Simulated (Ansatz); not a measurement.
## KCaCl₃ (Pm-3m), an elastic constant from a strain scan

Method: DFT PBEsol, scalar-relativistic, plane waves, PAW in Ansatz. Cutoff 420 eV, Γ-centred 4×4×4 k-points, Gaussian smearing of 0.05 eV. No spin polarisation. Energies are free energies at this smearing, counted from the undisturbed cell; pressure is positive in compression.

The undisturbed cell (relaxed at this level; it needn't be the usual structure):

```
K Ca Cl
1.0
     5.30577    0.00000    0.00000
     0.00000    5.30577    0.00000
     0.00000    0.00000    5.30577
K Ca Cl
1 1 3
Direct
  0.00000 0.00000 0.00000
  0.50000 0.50000 0.50000
  0.00000 0.50000 0.50000
  0.50000 0.00000 0.50000
  0.50000 0.50000 0.00000
```

The cell is strained by ε times the Voigt pattern (0, 0, 0, 0, 0, 1) (xx, yy, zz, yz, xz, xy; engineering shear) with fractional coordinates fixed. The cell holds 5 atoms in V0 = 149.36 Å³. The stress column is τ = (1/V0) dE/dε, got from the stress tensor σ (compression positive) at each point as −det(1 + εP) σ : P(1 + εP)⁻¹, with P the pattern as a tensor.

| ε | ΔE (meV/atom) | τ (GPa) |
| --- | --- | --- |
| -0.0350 | 0.878 | -0.270 |
| -0.0300 | 0.645 | -0.231 |
| -0.0250 | 0.447 | -0.192 |
| -0.0200 | 0.286 | -0.154 |
| -0.0150 | 0.161 | -0.115 |
| -0.0100 | 0.071 | -0.077 |
| -0.0050 | 0.018 | -0.038 |
| 0.0000 | 0.000 | 0.000 |
| 0.0050 | 0.018 | 0.038 |
| 0.0100 | 0.071 | 0.077 |
| 0.0150 | 0.161 | 0.115 |
| 0.0200 | 0.286 | 0.154 |
| 0.0250 | 0.447 | 0.192 |
| 0.0300 | 0.645 | 0.231 |
| 0.0350 | 0.878 | 0.270 |
| 0.0400 | ? | ? |

Q: Which combination of elastic constants does this scan measure, and how large is it?

A: For small ε, τ = τ0 + Kε with K = pᵀCp, which for this pattern is C44 in the cubic axes. The parabola through τ at ε = -0.0050, 0 and 0.0050 has slope K = 7.7 GPa at zero. The energies per cell, E = NΔE, of the wider pair ε = ±0.0300 give K = 2[E(ε₊)/ε₊ − E(ε₋)/ε₋]/[(ε₊ − ε₋)V0] = 7.7 GPa, in agreement.

Q: Predict the withheld row at ε = 0.0400 from the harmonic law, and compare.

A: ΔE = V0(τ0 ε + Kε²/2)/N = 1.143 meV/atom and τ = 0.31 GPa. The calculation gives 1.149 meV/atom and 0.31 GPa, a miss of 0.01 meV/atom at most, so the harmonic law still holds here.

Symmetry holds off the tilts and polar distortions that many cubic perovskites undergo.

Cost: 9 runs of about 1.4 core-minutes in all, on Intel Xeon Processor @ 2.50GHz (Skylake/Cascade Lake) (shared hosts).